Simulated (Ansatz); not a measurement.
## Every step of a relaxation of Li (diamond type)

DFT, PBEsol, PAW with Ansatz's default frozen-core files, scalar-relativistic (Ansatz 0.2.0); a Γ-centred 13×13×13 k mesh, Fermi–Dirac smearing of 0.05 eV, no spin polarisation. The run relaxes cell and atoms at a target pressure of 8 GPa.

Command: `ansatz run input.yaml --threads 1 --pin off --max-ram 3584MiB --backend cpu --events-out ev --progress --plain --runs-dir out` It took 2.1 s on 1 thread of AMD EPYC 9R45 96-Core Processor (Zen 5), with other jobs on the host, peak memory 0.35 GiB.

PAW: frozen-core files, cutoff 420 eV; forces are relaxed below 0.005 eV/Å.

Each step lists its enthalpy F + pV a cell above the last geometry, the pressure, the cell vectors (Å), and Cartesian positions (Å) with forces (eV/Å).

The first step:

```
step 1  dH = 36.93 meV  P = 5.03 GPa
  cell 0.0000 2.5285 2.5285  2.5285 0.0000 2.5285  2.5285 2.5285 0.0000
  Li -0.6321 -0.6321 -0.6321   0.0000 0.0000 0.0000
  Li 0.6321 0.6321 0.6321   0.0000 0.0000 0.0000
```

The PAW files were made under PBE.

The symmetry of the start is kept and no stability test is made, so the end need not be the stable phase.

**Question.** Where does the relaxation end, and by which steps?

**Answer.** After 4 geometries, with conventional a, b, c = 4.857, 4.857, 4.857 Å, at 14.326 Å³/atom (-11.38 % against the start) in space group Fd-3m, with a shortest distance of 2.103 Å. The further steps:
```
step 2  dH = 11.33 meV  P = 6.24 GPa
  cell 0.0000 2.4830 2.4830  2.4830 0.0000 2.4830  2.4830 2.4830 0.0000
  Li -0.6207 -0.6207 -0.6207   0.0000 0.0000 0.0000
  Li 0.6207 0.6207 0.6207   0.0000 0.0000 0.0000
step 3  dH = 0.12 meV  P = 8.20 GPa
  cell 0.0000 2.4227 2.4227  2.4227 0.0000 2.4227  2.4227 2.4227 0.0000
  Li -0.6057 -0.6057 -0.6057   0.0000 0.0000 0.0000
  Li 0.6057 0.6057 0.6057   0.0000 0.0000 0.0000
step 4  dH = 0.00 meV  P = 7.99 GPa
  cell 0.0000 2.4287 2.4287  2.4287 0.0000 2.4287  2.4287 2.4287 0.0000
  Li -0.6072 -0.6072 -0.6072   0.0000 0.0000 0.0000
  Li 0.6072 0.6072 0.6072   0.0000 0.0000 0.0000
step 5  dH = 0.16 meV  P = 7.99 GPa  (same geometry on a basis chosen anew; earlier energies don't compare to the last digit)
  cell 0.0000 2.4287 2.4287  2.4287 0.0000 2.4287  2.4287 2.4287 0.0000
  Li -0.6072 -0.6072 -0.6072   0.0000 0.0000 0.0000
  Li 0.6072 0.6072 0.6072   0.0000 0.0000 0.0000
```
